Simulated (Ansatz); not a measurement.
AlNi, DFT, PBEsol, all-electron LAPW, scalar-relativistic (Ansatz 0.2.0), run on 1 thread of Intel(R) Xeon(R) 6975P-C (Granite Rapids) on a shared host.

The geometry is COD entry 9008802, unchecked; take it as a test cell. The listed cell was then made from it by scaling, straining or moving an atom.

Command: `ansatz run input.yaml --threads 1 --pin off --max-ram 3072MiB --backend cpu --events-out ev --progress --plain --runs-dir out`

```yaml
crystal:
  lattice:
    - [2.881, -0.014405, -0.014405]
    - [-0.014405, 2.881, -0.014405]
    - [-0.014405, -0.014405, 2.881]
  atoms:
    - { symbol: Al, position: [0.0, 0.0, 0.0] }
    - { symbol: Ni, position: [0.5, 0.5, 0.5], spin: 1.5 }
magnetization:
  spin_polarized: true
kpoints:
  mp_grid: { grid: [13, 13, 13] }
  band_path:
    path:
      - [0.0, 0.0, 0.0]
      - [0.5, 0.0, 0.0]
      - [0.5, -0.5, 0.5]
      - [0.4901240068, -0.5098759932, 0.4901240068]
      - [0.4901240068, 0.4901240068, 0.4901240068]
      - [0.0, 0.0, 0.0]
      - [0.5, -0.5, 0.0]
    npoints: 5
scf:
  occupations: { method: fermi_dirac, width: 0.05 }
hamiltonian:
  xc: pbesol
  pseudopotentials: { kind: all_electron, lapw: { basis_error: 0.0005 } }
output:
  forces: true
  stress: true
  eigenvalues: true
```

Q: How large is the problem that the program sets up?

A: 231 irreducible k-points, 251 plane waves at Γ, 20 bands.

Q: Estimate the wall time and the peak memory.

A: 51 s of wall time for 11 SCF iterations, with a peak of 0.93 GiB. Times on shared machines scatter by tens of per cent.
